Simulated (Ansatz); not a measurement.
## Antifluorite alloy of Li2S and Na2S (40 of 64 Li sites exchanged), 96 atoms

Ansatz, PAW, plane waves. PBEsol relaxation of volume and atoms (shape held) at the single k point (¼, ¼, ¼) without its symmetry partners; single points on the relaxed atoms at the Γ point alone, onto which points of the small cell's zone fold. Arrangement: quasirandom. No spin–orbit coupling unless named.

Relaxed structure:

```
CELL_PARAMETERS angstrom
12.48193 0.00000 0.00000
0.00000 12.48193 0.00000
0.00000 0.00000 12.48193
ATOMIC_POSITIONS crystal
Na 0.36911 0.12587 0.11808
Na 0.37549 0.12235 0.62319
Na 0.37568 0.62948 0.13139
Na 0.37175 0.63487 0.62834
Na 0.87335 0.11447 0.62989
Na 0.87792 0.63757 0.12564
Na 0.87004 0.63211 0.61842
Na 0.13371 0.36641 0.11845
Na 0.62630 0.36893 0.62835
Na 0.62789 0.87922 0.11931
Na 0.62815 0.86896 0.62074
Na 0.12570 0.12056 0.37375
Na 0.12697 0.63050 0.87247
Na 0.62614 0.12332 0.87918
Na 0.62782 0.62550 0.37566
Na 0.12350 0.12149 0.62911
Na 0.12054 0.63205 0.61874
Na 0.62664 0.12518 0.13405
Na 0.62811 0.62767 0.11729
Na 0.37083 0.38681 0.37756
Na 0.37081 0.35644 0.88277
Na 0.37642 0.88454 0.37363
Na 0.37548 0.86441 0.87137
Na 0.87189 0.36816 0.37081
Na 0.87416 0.37739 0.87935
Na 0.37889 0.37414 0.62923
Na 0.37282 0.87732 0.12375
Na 0.87879 0.37796 0.12500
Na 0.87892 0.37344 0.62435
Na 0.87407 0.87554 0.62308
Na 0.38007 0.13216 0.37081
Na 0.37069 0.63699 0.37969
Na 0.38163 0.61338 0.88093
Na 0.88270 0.11415 0.37298
Na 0.88205 0.63350 0.87350
Na 0.11943 0.37439 0.36733
Na 0.12198 0.37163 0.87175
Na 0.12031 0.88438 0.88426
Na 0.62316 0.36953 0.37547
Na 0.62413 0.37623 0.88148
Li 0.87990 0.13017 0.11887
Li 0.13527 0.38064 0.61787
Li 0.12565 0.86556 0.13957
Li 0.12370 0.87614 0.62458
Li 0.62213 0.37653 0.12964
Li 0.10542 0.12761 0.88295
Li 0.11437 0.62733 0.36347
Li 0.64573 0.09887 0.39452
Li 0.64617 0.64789 0.85934
Li 0.11580 0.11127 0.12012
Li 0.12636 0.62524 0.12445
Li 0.62146 0.12053 0.62884
Li 0.61421 0.61404 0.63590
Li 0.88243 0.86847 0.37271
Li 0.86843 0.88460 0.87758
Li 0.38826 0.38790 0.13824
Li 0.36156 0.88385 0.61811
Li 0.88065 0.89240 0.12980
Li 0.36461 0.10791 0.87136
Li 0.87006 0.12190 0.88389
Li 0.87746 0.63078 0.37163
Li 0.12185 0.87295 0.37820
Li 0.63766 0.86832 0.36690
Li 0.62845 0.87906 0.87263
S 0.98526 0.00654 0.00492
S 0.00769 0.98409 0.49627
S 0.00745 0.50792 0.00513
S 0.99952 0.50611 0.48949
S 0.49657 0.99785 0.99035
S 0.51205 0.00290 0.49779
S 0.49673 0.48628 0.01540
S 0.50456 0.50767 0.50876
S 0.23529 0.22290 0.98739
S 0.24322 0.25710 0.50370
S 0.23895 0.74911 0.01256
S 0.24438 0.76874 0.50339
S 0.75617 0.24477 0.00702
S 0.74270 0.23279 0.50136
S 0.75097 0.76301 0.98598
S 0.75877 0.75579 0.48013
S 0.23509 0.99459 0.24302
S 0.25274 0.99078 0.74443
S 0.24169 0.50944 0.24798
S 0.24405 0.49545 0.74405
S 0.75530 0.98998 0.25697
S 0.74982 0.99580 0.76123
S 0.75069 0.50058 0.24800
S 0.74228 0.51136 0.75045
S 0.00082 0.23648 0.23729
S 0.99503 0.24036 0.75794
S 0.00611 0.75589 0.25617
S 0.00185 0.76351 0.74926
S 0.49405 0.26380 0.23894
S 0.50144 0.23806 0.75073
S 0.50735 0.75879 0.25414
S 0.51478 0.74261 0.75456
```

(1) What are the mean bond lengths by pair (pairs within 1.2 times the sum of covalent radii, less contacts 15 % beyond the pair's median; cation–cation pairs of compounds aside; long ionic contacts are cut short by that bound)?

(2) What gap lies between the top filled and the lowest empty level in the single points?

Results:

(1) Li–S 2.559 ± 0.085 Å (standard deviation, 79 bonds); Na–S 2.749 ± 0.058 Å (standard deviation, 160 bonds).

(2) HSE06 3.89 eV (26 s on NVIDIA GB200); r²SCAN 3.45 eV (4.7 s on NVIDIA GB200).
